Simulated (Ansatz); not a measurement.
Ca:
```
Ca
1.0
    0.00000     2.66798     2.66798
    2.66798     0.00000     2.66798
    2.66798     2.66798     0.00000
Ca
1
Cartesian
  0.00000   0.00000   0.00000
```

Relaxed with LDA. Special points in fractions of this cell's reciprocal vectors: Γ (0.000, 0.000, 0.000); X (0.500, 0.000, 0.500); U (0.625, 0.250, 0.625); K (0.375, 0.375, 0.750); L (0.500, 0.500, 0.500); W (0.500, 0.250, 0.750).

Task: List the band energies nearest the Fermi level at these points for plane-wave PAW LDA (Ansatz code).

Result: In eV from the Fermi level; about four levels below and three above (degenerate sets whole), none deeper than 8.9 eV; points with the same levels are listed once.

```json
[
 {"k": "Γ", "below": "-4.22", "above": "2.34 2.34 2.34"},
 {"k": "X", "below": "-0.61", "above": "0.42 1.19 4.32"},
 {"k": "U", "below": "-0.06", "above": "0.33 0.93 3.40"},
 {"k": "L", "below": "-1.10 -0.02", "above": "2.22 2.22 4.32 4.32"},
 {"k": "W", "below": "–", "above": "0.10 0.70 0.70"}
]
```

Space group Fm-3m (fcc (Cu type)). The cell was relaxed with LDA under the symmetry of its start.

Potentials: the earlier of the program's two PAW sets.
